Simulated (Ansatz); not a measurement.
Given:

Rh:
```yaml
crystal:
  lattice:
    - [0.00000, 1.91505, 1.91505]
    - [1.91505, 0.00000, 1.91505]
    - [1.91505, 1.91505, 0.00000]
  atoms:
    - { symbol: Rh, position: [0.00000, 0.00000, 0.00000] }
```

This is the PBE-relaxed structure.

All from plane-wave PAW PBE (Ansatz code), unless another level is named. Estimate the Debye temperature from the elastic constants.

484 K.

Predict the elastic constants (relaxed ions, GPa).

C11 = 409, C12 = 181, C44 = 183.

Space group Fm-3m (fcc (Cu type)). The PBE relaxation kept the symmetry of its start. No spin polarisation was allowed. As this level gives no gap, shear constants depend on the k-mesh and smearing (Fermi–Dirac, 0.1 eV here). On the denser mesh and wider smearing of the elastic run this cell carries a stress of 0.4 GPa.

Potentials: the earlier of the program's two PAW sets.
